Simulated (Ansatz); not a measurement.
# Moving the functional in HgAl

The cell as given:

The structure is cubic, space group F-43m (No. 216). The conventional cell has a = 6.137 Å, b = 6.137 Å, c = 6.137 Å, α = 90.00°, β = 90.00°, γ = 90.00°. Around Al (site symmetry -43m) lie 4 Hg at 2.66 Å. Hg (site symmetry -43m) has 4 Al at 2.66 Å as nearest neighbours.

The cell comes from a database or a generator and needn't be the stable form of this composition.

Kept alike: task relaxation of cell and atoms; k mesh 8 × 8 × 8; occupations fermi-dirac, width 0.05 eV; no spin polarisation. Program: Ansatz, Ansatz PAW, cutoff 420 eV. The mesh is that of the run's cell of 2 atoms. No spin-orbit coupling.

| run | volume (Å³/atom) |
| --- | --- |
| A | 30.177 |
| B | 28.893 |
| C | 29.819 |
| D | 31.518 |
| E | 27.246 |
| F | 26.265 |

Stopped at the starting cell, within the stress tolerance: PBE. The relaxations keep at least the cell's symmetry (F-43m). For a metal such a mesh leaves the last digits unconverged. Relaxations stop with a little pressure left, so the last digits of a volume or edge aren't settled. All rows use potentials made for PBE.

Question: The runs differ in the functional alone: BLYP; LDA; PBE; PBEsol; RPBE; revPBE. Which run is which?

Answer: Run A is RPBE; run B is PBE; run C is revPBE; run D is BLYP; run E is PBEsol; run F is LDA. The volume runs from 26.265 (LDA) to 31.518 Å³/atom (BLYP). From PBE: BLYP +2.625; LDA -2.628; PBEsol -1.647; RPBE +1.284; revPBE +0.926.
